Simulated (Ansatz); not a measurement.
Given:

Be₂C:
```
Be2C
1.0
    0.00000     2.13416     2.13416
    2.13416     0.00000     2.13416
    2.13416     2.13416     0.00000
Be C
2 1
Direct
  0.75000   0.75000   0.75000
  0.25000   0.25000   0.25000
  0.00000   0.00000   0.00000
```

This is the LDA-relaxed structure.

**Question.** All from LDA (plane waves, PAW; program Ansatz), unless another level is named. Predict the formation energy from the elements (no fitted shifts).

**Answer.** -0.30 eV/atom.

**Question.** Give the hole effective mass, band 1 of 3 at the edge.

**Answer.** 0.45 along [100], 3.5 along [110], 0.66 along [111] (mₑ).

**Question.** Give the weight of the valence-edge state by species (Voronoi cells).

**Answer.** C 76 %, Be 24 %.

Space group Fm-3m (fluorite or antifluorite type). The LDA relaxation kept the symmetry of its start; phonons on a q-mesh show no instability. The references are the lowest solids computed at this level, not always the standard phases.

Potentials: the later of the program's two PAW sets.

Edges and masses are those of Kohn–Sham bands, whose gap is no quasiparticle gap.
